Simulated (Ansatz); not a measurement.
Sc:
```
Sc
1.0
    3.31915     0.00000     0.00000
   -1.65958     2.87447     0.00000
    0.00000     0.00000     5.17217
Sc
2
Direct
  0.33333   0.66667   0.75000
  0.66667   0.33333   0.25000
```

Relaxed with r²SCAN+D4. Special points in fractions of this cell's reciprocal vectors: Γ (0.000, 0.000, 0.000); M (0.500, 0.000, 0.000); K (0.333, 0.333, 0.000); A (0.000, 0.000, 0.500); L (0.500, 0.000, 0.500); H (0.333, 0.333, 0.500).

### Question
List the band energies nearest the Fermi level at these points for r²SCAN+D4 in the plane-wave PAW code Ansatz.

### Answer
In eV from the Fermi level; about four levels below and three above (degenerate sets whole), none deeper than 8.9 eV; points with the same levels are listed once.

| k | below | above |
|---|---|---|
| Γ | -5.48 -1.68 | 0.46 1.80 1.80 |
| M | -1.71 -1.13 -0.67 -0.42 | 1.42 1.55 2.06 |
| K | -0.77 -0.77 -0.71 -0.45 | 1.15 1.15 2.33 |
| A | -3.86 -3.86 | 1.10 1.10 1.72 1.72 1.72 1.72 |
| L | -1.51 -1.51 | 0.05 0.05 1.32 1.32 |
| H | -0.45 -0.45 -0.04 -0.04 | 0.23 0.23 2.64 2.64 |

Space group P6_3/mmc (hcp (Mg type)). The r²SCAN+D4 relaxation kept the symmetry of its start. No spin polarisation was allowed. The pairwise dispersion correction was not fitted to metals.

Potentials: the later of the program's two PAW sets.
